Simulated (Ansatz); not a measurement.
# Data sheet: C (DFT)

C:
```yaml
crystal:
  lattice:
    - [0.00000, 3.75662, 3.75662]
    - [3.75662, 0.00000, 3.75662]
    - [3.75662, 3.75662, 0.00000]
  atoms:
    - { symbol: C, position: [0.57054, 0.28838, 0.57054] }
    - { symbol: C, position: [0.96162, 0.67946, 0.67946] }
    - { symbol: C, position: [0.57054, 0.57054, 0.28838] }
    - { symbol: C, position: [0.67946, 0.96162, 0.67946] }
    - { symbol: C, position: [0.57054, 0.57054, 0.57054] }
    - { symbol: C, position: [0.67946, 0.67946, 0.67946] }
    - { symbol: C, position: [0.28838, 0.57054, 0.57054] }
    - { symbol: C, position: [0.67946, 0.67946, 0.96162] }
```

Space group Fd-3m (No. 227); conventional cell a = 7.513 Å, b = 7.513 Å, c = 7.513 Å, α = 90.00°, β = 90.00°, γ = 90.00°.

Method: PBE in the plane-wave PAW code Ansatz. The cell and atoms are relaxed at this level. Other levels are named where they apply.

Cell and energy:

* **Volume per atom**: 13.25 Å³
* **Density**: 1.50 g/cm³

Electronic structure:

- Band gap: 2.28 eV (direct)
- Valence-band maximum: at Γ
- Conduction-band minimum: at Γ
- Electron effective mass, band 1 of 3 at the edge: 0.99 along [100], 0.99 along [110], 27 along [111] (mₑ)
- Electron effective mass, band 2 of 3 at the edge: 0.99 along [100], 0.60 along [110], 0.23 along [111] (mₑ)
- Electron effective mass, band 3 of 3 at the edge: 0.15 along [100], 0.17 along [110], 0.23 along [111] (mₑ)
- Hole effective mass, band 1 of 2 at the edge: 0.50 along [100], 0.34 along [110], 0.25 along [111] (mₑ)
- Hole effective mass, band 2 of 2 at the edge: 0.17 along [100], 0.20 along [110], 0.25 along [111] (mₑ)

Mechanics:

- Bulk modulus (Birch–Murnaghan fit) = 159 GPa
- Pressure derivative B′ = 3.8

The start of the workflow was typed in or built on a structure type. Its sites differ from those of the usual phase in this space group: another stacking or structure type. The PBE relaxation kept the symmetry of its start; its stability against distortions is not shown here.

Potentials: the later of the program's two PAW sets.
